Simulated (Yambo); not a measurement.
G0W0@PBEsol for KMgH$_{3}$ (cubic perovskite, space group Pm-3m, No. 221) in Yambo. Reference settings: 4×4×4 Γ-centred k mesh, bands 5 to 115 and a 8 Ry block in the screening, 115 bands in G with the Bruneval-Gonze terminator, plasmon pole fitted at 27.2 eV. The PBEsol gap X → R on this mesh is 2.33 eV; G0W0 gaps are taken between the same points.

The settings were changed. The gap went from 4.64 eV to 4.50 eV, and the shift of the valence edge from -1.51 eV to -1.12 eV.

### Question
Name the change that produced these shifts.
A. 42 bands in G, no terminator
B. 42 bands in G
C. pole fitted at 40 eV
D. 3 Ry block

### Answer
A, 42 bands in G, no terminator. The others gave (gap, valence shift): 3 Ry block: 4.38, -1.25 eV; 42 bands in G: 4.62, -1.45 eV; pole fitted at 40 eV: 4.66, -1.56 eV.

Geometry of the Materials Project entry, not relaxed at this level; primitive cell a = b = c = 3.988 Å, α = β = γ = 90.00°.

A shift is the quasiparticle energy of the state minus its PBEsol energy.
